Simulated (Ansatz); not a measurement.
ZrPt3:
```
ZrPt3
1.0
    5.68809     0.00000     0.00000
   -2.84404     4.92603     0.00000
    0.00000     0.00000     9.29685
Zr Pt
4 12
Direct
  0.00000   0.00000   0.50000
  0.00000   0.00000   0.00000
  0.33333   0.66667   0.25000
  0.66667   0.33333   0.75000
  0.50000   0.50000   0.50000
  0.00000   0.50000   0.00000
  0.50000   0.00000   0.50000
  0.50000   0.50000   0.00000
  0.00000   0.50000   0.50000
  0.50000   0.00000   0.00000
  0.82982   0.65964   0.25000
  0.17018   0.34036   0.75000
  0.17018   0.82982   0.75000
  0.82982   0.17018   0.25000
  0.34036   0.17018   0.25000
  0.65964   0.82982   0.75000
```

Relaxed with r²SCAN. Special points in fractions of this cell's reciprocal vectors: Γ (0.000, 0.000, 0.000); M (0.500, 0.000, 0.000); K (0.333, 0.333, 0.000); A (0.000, 0.000, 0.500); L (0.500, 0.000, 0.500); H (0.333, 0.333, 0.500).

Question: List the band energies nearest the Fermi level at these points for r²SCAN (plane waves, PAW; program Ansatz).

Answer: In eV from the Fermi level; about four levels below and three above (degenerate sets whole), none deeper than 8.9 eV; points with the same levels are listed once.

```tsv
k	below	above
Γ	-0.37 -0.37 -0.29 -0.24 -0.14	0.46 0.46 0.57
M	-1.19 -1.15 -0.58 -0.45	0.15 0.70 0.84
K	-1.24 -1.24 -0.88 -0.22	0.61 1.05 1.16 1.16
A	-0.31 -0.31 -0.04 -0.04	1.12 1.12 1.12 1.12
L	-1.21 -1.21 -0.30 -0.30	0.34 0.34 0.91 0.91
H	-1.33 -1.33 -0.77 -0.77	0.58 0.58 0.93 0.93
```

Space group P6_3/mmc. The workflow started from a Materials Project entry (that database holds measured and hypothetical structures alike); the Crystallography Open Database copy checked does not list it. COD files the formula under space group No. 221. Its standing as an ambient phase is unchecked. Symmetry was held in the r²SCAN relaxation; whether a distortion lowers the energy is not shown. No spin polarisation was allowed. Spin–orbit coupling is left out wherever it is not named.

Potentials: the later of the program's two PAW sets.
